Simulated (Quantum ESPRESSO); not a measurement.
# Si4O6NF: a curve over one atom's position

Computed values, not a measurement. The program is pw.x of Quantum ESPRESSO 7.5 (plane-wave density functional theory). The cell is made up: 12 atoms on a rutile lattice, with randomly drawn elements, strain and displacements, not relaxed. PseudoDojo standard norm-conserving files (v0.5 for PBE, v0.4.1 for LDA and PBEsol) set the functional; there is no spin polarisation, spin-orbit coupling or dispersion term, and the masses in the input are unused placeholders.

Seven runs move atom 3 (Si, counted in the order of the input) along z and keep all else fixed.

Input of the run at +0.0176:

```
&control calculation='scf', pseudo_dir='./dojo.nc.sr.pbe.v0_5.standard.upf', outdir='./o', disk_io='medium', tprnfor=.true., tstress=.true. /
&system ibrav=0, nat=12, ntyp=4, nbnd=38, ecutwfc=84.00895049, nosym=.true., tot_charge=0,
 occupations='smearing', smearing='fd', degauss=0.0018374661
/
&electrons conv_thr=7.350e-09, electron_maxstep=60, /
ATOMIC_SPECIES
F 1.0 F.upf
N 1.0 N.upf
O 1.0 O.upf
Si 1.0 Si.upf
CELL_PARAMETERS angstrom
4.3409 0.0 0.0
0.0 4.3409 0.0
0.0 0.0 5.521
ATOMIC_POSITIONS angstrom
Si 0.0131 -0.0296 -0.0008
Si 2.2513 2.1786 1.3728
Si -0.0266 -0.025 2.7258
Si 2.1721 2.1676 4.1749
O 1.2878 1.2658 0.0725
O 3.0316 2.995 0.0033
N 3.5088 0.8813 1.3524
O 0.8112 3.5508 1.3571
F 1.3487 1.2553 2.7228
O 3.0046 2.9736 2.755
O 3.5218 0.8838 4.2153
O 0.8252 3.5248 4.146
K_POINTS automatic
5 5 4 1 1 1
```

| shift of atom 3 along z (Å) | free energy less that of the input shown (eV) | Fx on atom 3 (eV/Å) | Fy on atom 3 (eV/Å) | Fz on atom 3 (eV/Å) | pressure (GPa) | next band up at Gamma (eV) | iterations |
| --- | --- | --- | --- | --- | --- | --- | --- |
| -0.1583 | 0.1774 | -3.693 | -0.004 | 3.726 | -8.12 | 1.857 | 12 |
| -0.0778 | -0.0181 | -3.615 | -0.008 | 1.182 | -9.68 | 1.659 | 12 |
| +0.0176 | 0.0000 | -3.632 | 0.049 | -1.519 | -10.50 | 1.414 | 12 |
| +0.0438 | 0.0491 | -3.656 | 0.077 | -2.227 | -10.53 | 1.346 | 12 |
| +0.0681 | 0.1111 | -3.686 | 0.106 | -2.878 | -10.49 | 1.282 | 12 |
| +0.0889 | 0.1768 | -3.718 | 0.135 | -3.434 | -10.40 | 1.227 | 12 |
| +0.1576 | 0.4761 | -3.862 | 0.256 | -5.290 | -9.74 | 1.051 | 13 |

A cubic fit gives dFz/dz = -27.51 eV/Å² at zero shift. Across the table the free energy follows the integral of the force to within 0.1 meV. A rerun of one of the cells at 1437 eV and a 7 x 7 x 6 mesh moved values by no more than 0.003 eV in energy, 0.04 GPa in stress and 0.003 eV/Å in force. The band column is the level of band 33 at Gamma less that of band 32, whose number is half the electron count, rounded up; it comes from a band step after each run.